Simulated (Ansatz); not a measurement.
The structure comes from a relaxation in the same program, started in the wurtzite type, and has space group P6_3mc. Whether it is a known phase or the ground state wasn't checked.

An input for InF: DFT, PBE, all-electron LAPW, scalar-relativistic (Ansatz 0.2.0).

Command: `ansatz run input.yaml --threads 1 --pin off --max-ram 3072MiB --backend cpu --events-out ev --progress --plain --runs-dir out` The run took about 110 s on 1 thread of a shared machine.

```yaml
crystal:
  lattice:
    - [3.6442862491, 0.0, 0.0]
    - [-1.8221431245, 3.1560444704, 0.0]
    - [0.0, 0.0, 8.9050906643]
  atoms:
    - { symbol: In, position: [0.3333333333, 0.6666666667, 0.0088071711] }
    - { symbol: In, position: [0.6666666667, 0.3333333333, 0.5088071711] }
    - { symbol: F, position: [0.3333333333, 0.6666666667, 0.3671928289] }
    - { symbol: F, position: [0.6666666667, 0.3333333333, 0.8671928289] }
kpoints:
  mp_grid: { grid: [14, 14, 8] }
  band_path:
    path:
      - [0.0, 0.0, 0.0]
      - [0.5, 0.0, 0.0]
      - [0.3333333333, 0.3333333333, 0.0]
      - [0.0, 0.0, 0.0]
      - [0.0, 0.0, 0.5]
      - [0.5, 0.0, 0.5]
      - [0.3333333333, 0.3333333333, 0.5]
      - [0.0, 0.0, 0.5]
      - [0.5, 0.0, 0.5]
    npoints: 14
scf:
  occupations: { method: fermi_dirac, width: 0.05 }
hamiltonian:
  xc: pbe
  pseudopotentials: { kind: all_electron, lapw: { basis_error: 0.001 } }
output:
  forces: true
  stress: true
  eigenvalues: true
  populations: true
  dos: { projected: true, de: 0.2, e_range: [-14, 8] }
```

Set-up and iterations as logged by Ansatz (the results part is left out, to be predicted):

```
In: projections on atomic orbitals take those of the free atom 1s2 2s2 2p6 3s2 3p6 3d10 4s2 4p6 4d10 5s2 5p1, of charge +0.00 (hamiltonian.pseudopotentials.projection_atoms)
F: projections on atomic orbitals take those of the free atom 1s2 2s2 2p5, of charge +0.00 (hamiltonian.pseudopotentials.projection_atoms)
LAPW: plane waves up to 8.625 Å⁻¹, error target 1.0e-3 eV per atom; small_component_spin mean_spin; F in spheres of 1.106 Å, 7 of its electrons in bands, Dirac shells []; In in spheres of 1.347 Å, 21 of its electrons in bands, Dirac shells []
Engine: ansatz 0.2.0
Pseudopotentials: kind: all_electron
Pseudopotential: In, LAPW, valence charge 21, Koelling and Harmon's equation, gaussian nucleus
Pseudopotential: F, LAPW, valence charge 7, Koelling and Harmon's equation, gaussian nucleus
Functional definition: PBE
  parameter kappa = 0.804
  parameter beta = 0.06672455060314922
  exchange = pbe_x(kappa = kappa, mu = beta*pi^2/3)
  correlation = pbe_c(beta = beta)
Crystal: 4 atoms, lattice volume = 102.422 Å³
Basis set: ecut = 283.4117210261085 eV, 1057 PW (Γ), exchange–correlation at level 2
Bands: 34, of which v1, the nominal top of the filled ones, is band 28 counted from 1 (27 counted from 0)
Symmetry: 12 space group operations
Space group: P63mc (ITA 186), of the structure as read, at distance tolerance 4.7e-5 Å
k-points: 120 of 1568 (time reversal used)
Non-local potential: In, projectors of the file, none
Non-local potential: F, projectors of the file, none
Initial density: superposition of atomic densities (chi_scale 0.1, normalization cell, long waves kept (reshape's long-wave potential 0.17 eV rms))
Initial wavefunctions: plane waves of lowest kinetic energy (no species holds an atomic orbital)
Functional: x = pbe(κ = 0.804, μ = 0.2195149727645171), c = pbe(β = 0.06672455060314922)
iter 1 solved again at ethr=5.16e-3 eV; its pass at ethr=1.00e-1 eV (dr2=2.89e0 eV) is discarded
SCF iter   1: F=—  HF=-325532.455831 eV  |F-HF|=—  |Δ(HF+E_count)|=         —  Δρ=4.04e-2  dr2=2.89e0  ethr=5.16e-3  ⟨swp⟩=2.0  Hψ=25446  notcnv=0
iter 2 solved again at ethr=1.60e-4 eV; its pass at ethr=5.16e-3 eV (dr2=8.98e-2 eV) is discarded
SCF iter   2: F=—  HF=-325530.636541 eV  |F-HF|=—  |Δ(HF+E_count)|=    1.82e0  Δρ=9.10e-3  dr2=8.98e-2  ethr=1.60e-4  ⟨swp⟩=2.0  Hψ=21940  notcnv=0
SCF iter   3: F=—  HF=-325530.249394 eV  |F-HF|=—  |Δ(HF+E_count)|=   3.87e-1  Δρ=1.31e-2  dr2=3.42e-1  ethr=1.60e-4  ⟨swp⟩=3.0  Hψ=13397  notcnv=0
SCF iter   4: F=—  HF=-325530.193869 eV  |F-HF|=—  |Δ(HF+E_count)|=         —  Δρ=3.54e-3  dr2=1.75e-2  ethr=1.60e-4  ⟨swp⟩=3.0  Hψ=13295  notcnv=0
the basis was enlarged: its passes take 197.9 KiB over the memory plan, 1 of 1 planned eigensolver slots
SCF iter   5: F=—  HF=-325530.177287 eV  |F-HF|=—  |Δ(HF+E_count)|=   1.66e-2  Δρ=1.26e-3  dr2=1.50e-3  ethr=3.12e-5  ⟨swp⟩=2.2  Hψ=12049  notcnv=0
SCF iter   6: F=—  HF=-325530.174344 eV  |F-HF|=—  |Δ(HF+E_count)|=   2.94e-3  Δρ=6.31e-4  dr2=8.13e-4  ethr=2.68e-6  ⟨swp⟩=3.0  Hψ=12819  notcnv=0
SCF iter   7: F=—  HF=-325530.174260 eV  |F-HF|=—  |Δ(HF+E_count)|=   8.41e-5  Δρ=1.37e-4  dr2=4.19e-5  ethr=1.45e-6  ⟨swp⟩=2.8  Hψ=11703  notcnv=0
SCF iter   8: F=—  HF=-325530.174298 eV  |F-HF|=—  |Δ(HF+E_count)|=   3.88e-5  Δρ=1.00e-4  dr2=1.87e-5  ethr=7.48e-8  ⟨swp⟩=3.0  Hψ=12420  notcnv=0
SCF iter   9: F=—  HF=-325530.174297 eV  |F-HF|=—  |Δ(HF+E_count)|=   1.37e-6  Δρ=6.79e-5  dr2=8.71e-6  ethr=3.35e-8  ⟨swp⟩=2.5  Hψ=11531  notcnv=0
SCF iter  10: F=—  HF=-325530.174294 eV  |F-HF|=—  |Δ(HF+E_count)|=   3.10e-6  Δρ=1.62e-5  dr2=5.14e-7  ethr=1.56e-8  ⟨swp⟩=3.0  Hψ=11709  notcnv=0
SCF iter  11: F=-325530.174294 eV  HF=-325530.174294 eV  |F-HF|=8.09e-9  |Δ(HF+E_count)|=   1.69e-7  Δρ=1.93e-6  dr2=8.02e-9  ethr=9.18e-10  ⟨swp⟩=3.0  Hψ=11930  notcnv=0
```

(1) What pressure will this run report?

(2) Is there a band gap?

Answers

(1) 0.01 GPa (positive in compression).

(2) 1.62 eV, indirect from the line M (0.5, 0, 0)–K (0.333, 0.333, 0) to M (0.5, 0, 0).
